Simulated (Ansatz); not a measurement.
The calculation used DFT PBE, scalar-relativistic, plane waves, PAW in Ansatz. Settings: cutoff 420 eV, Γ-centred meshes spaced at most about 0.3 Å⁻¹, and about 0.25 Å⁻¹ or finer for metals (2π included), Gaussian smearing. No spin polarisation in the final relaxations.

All energies are static (0 K, no zero-point motion). All come from trial cells, and lower structures may exist.

Problem. Order these relaxed structures of BeZn2S2O by energy, lowest first, with the energy over the lowest of them.
A. Space group P6/mmm (No. 191), hexagonal, a = 4.472 Å, c = 4.673 Å. Be has 2 O at 2.34 Å and 6 S at 2.58 Å; Zn is surrounded by 2 S at 2.34 Å, 3 O at 2.58 Å and 3 Zn at 2.58 Å; S has 2 Zn at 2.34 Å, 3 Be at 2.58 Å and 3 S at 2.58 Å; O is surrounded by 2 Be at 2.34 Å and 6 Zn at 2.58 Å.
B. Space group P-4m2 (No. 115), tetragonal, a = 3.990 Å, c = 6.897 Å. Be is surrounded by 4 S at 2.07 Å; Zn is surrounded by 1 S at 2.68 Å and 4 Zn at 2.86 Å; around S lie 2 Be at 2.07 Å, 2 O at 2.07 Å and 1 Zn at 2.68 Å; O has 4 S at 2.07 Å.
C. Space group P4mm (No. 99), tetragonal, a = 4.009 Å, c = 6.827 Å. Be has 4 S at 2.15 Å and 1 Zn at 2.35 Å; around Zn on its first site lie 1 O at 1.83 Å and 4 S at 2.50 Å; S has 2 Be at 2.15 Å, 2 Zn at 2.50 Å and 4 S at 2.83 Å; O is surrounded by 1 Zn at 1.83 Å and 4 Zn at 2.86 Å; 1 more site not described.
D. Space group P4/mmm (No. 123), tetragonal, a = 4.345 Å, c = 7.760 Å. Be is surrounded by 2 S at 1.82 Å and 4 Zn at 2.17 Å; Zn has 2 Be at 2.17 Å, 2 O at 2.17 Å and 4 S at 2.83 Å; S is surrounded by 1 Be at 1.82 Å; around O lie 4 Zn at 2.17 Å.

Solution. D (0 meV/atom), C (202 meV/atom), A (248 meV/atom), B (295 meV/atom). Forms: D P4/mmm; C P4mm; A P6/mmm; B P-4m2.

Weakly bound directions are ill-defined at this level, which has no dispersion term (P4/mmm, P4mm), and this can change margins and order among such cells. Cells relaxed within their symmetry can be saddle points. Some types were kept out of the candidates beforehand, so the set may lack a known form.
